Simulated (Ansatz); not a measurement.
BaHfO3 in the cubic perovskite structure: a field-response calculation (clamped ions) in Ansatz 0.2.0 (r2SCAN). The cell was relaxed with r2SCAN and then strained (isotropic -4.0 % on every length), with the atoms relaxed again with r2SCAN; k points keep the names of the unstrained zone.

```yaml
crystal:
  lattice:
    - [4.00997642, 0.0, 0.0]
    - [0.0, 4.00997642, 0.0]
    - [0.0, 0.0, 4.00997642]
  atoms:
    - { symbol: Ba, position: [0.0, 0.0, 0.0] }
    - { symbol: Hf, position: [0.5, 0.5, 0.5] }
    - { symbol: O, position: [0.5, 0.5, 0.0] }
    - { symbol: O, position: [0.5, 0.0, 0.5] }
    - { symbol: O, position: [0.0, 0.5, 0.5] }
kpoints:
  mp_grid: { grid: [6, 6, 6] }
hamiltonian:
  xc: r2scan
scf:
  occupations: { method: fixed }
dielectric: {}
```

The output follows, shortened, with numbered blanks.
```
Pseudopotential: Ba, paw, valence charge 10, recommended cutoff 500 eV (meta_gga)
Pseudopotential: Hf, paw, valence charge 26, recommended cutoff 500 eV (meta_gga)
Pseudopotential: O, paw, valence charge 6, recommended cutoff 500 eV (meta_gga)
Functional definition: r2SCAN
Crystal: 5 atoms, lattice volume = 64.480 Å³
Basis set: ecut = 500 eV, 1647 PW (Γ)
Bands: 33, of which v1, the nominal top of the filled ones, is band 27 counted from 1 (26 counted from 0)
Symmetry: 48 space group operations
k-points: 40 of 216 (irreducible under 8 space group operations, time reversal used)
SCF 1 converged in 9 iterations: F = -23413.097165 eV  dr2 = 8.97e-11
SCF 1 converged in 4 iterations: F = -23413.063310 eV  dr2 = 6.79e-9
SCF converged after 9 iterations
Free energy (F): -23413.097165 eV
Fermi energy:    13.233785 eV
--- Per-component energies (eV) ---
  E_band       = 40.090549
  E_kinetic    = 1139.843210
  E_local      = -7673.895256
  E_nonlocal   = -1045.955446
  E_hartree    = 3539.744822
  E_xc         = -669.253439
  E_vxc        = -769.186631
  E_paw        = -12688.127755
  E_vpaw       = 1267.927730
  E_vtau       = 41.864249
  E_ewald      = -6015.752492
  E_core_change = 0.296115
--- Band table (eV; the first three rows and the last of 40) ---
  k-point 0: bands = […, 11.9710, 11.9710, 11.9710, 13.2338, 13.2338, 13.2338, 17.5633, 17.5633, 17.5633, 18.6114, …]
  k-point 1: bands = […, 11.7166, 11.7166, 11.7566, 12.4471, 13.1259, 13.1259, 17.6814, 18.3098, 18.3098, 19.1114, …]
  k-point 2: bands = […, 11.3818, 11.3967, 11.3967, 11.5882, 12.9840, 12.9840, 17.9564, 19.8889, 19.8889, 20.1629, …]
  k-point 39: bands = […, 10.6543, 10.6543, 10.6543, 13.1128, 13.1128, 13.1128, 20.4551, 20.4551, 20.4551, 22.6481, …]
--- Dielectric response (ions clamped): 3 representative field directions + reference, inside a basis on a mesh of 216 k-points ---
  ε∞ (high-frequency dielectric tensor):
[1]
  Born effective charges Z* (e; rows j = field, columns β = displacement):
    site 0:
[2]
    site 1:
[3]
    site 2:
[4]
    site 3:
[5]
    site 4:
[6]
  ε∞ is read to err by 1.4e-2, Z* by 2.9e-2 e
```

Question: Fill in the blanks. They hold the Born charges, ε∞ (with the ionic part, where printed).

Answer:
```
[1]
        4.426123     0.000000     0.000000
        0.000000     4.426123     0.000000
        0.000000     0.000000     4.426123
[2]
         2.80925    0.00000    0.00000
         0.00000    2.80925    0.00000
         0.00000    0.00000    2.80925
[3]
         5.82389    0.00000    0.00000
         0.00000    5.82389    0.00000
         0.00000    0.00000    5.82389
[4]
        -2.07484    0.00000    0.00000
         0.00000   -2.07484    0.00000
         0.00000    0.00000   -4.48346
[5]
        -2.07484    0.00000    0.00000
         0.00000   -4.48346    0.00000
         0.00000    0.00000   -2.07484
[6]
        -4.48346    0.00000    0.00000
         0.00000   -2.07484    0.00000
         0.00000    0.00000   -2.07484
```

ε∞: 4.43 in all directions. Born charges, averaged over directions: Ba +2.81, Hf +5.82, O -2.88 e. The program notes that the ground state's band table doesn't vouch for all the bands that the response reads.

Question: What wall time did it need on 1 × NVIDIA H100 80GB HBM3 with 2 threads of AMD EPYC 7R13 Processor (Zen 3) (shared host), and what peak of host memory did it reach?

Answer: About 39 s, with a peak of 1.8 GiB.

Calculated for a static, non-magnetic cell.

Spin-orbit coupling is left out, which matters wherever the heavy atoms make up the band edges.
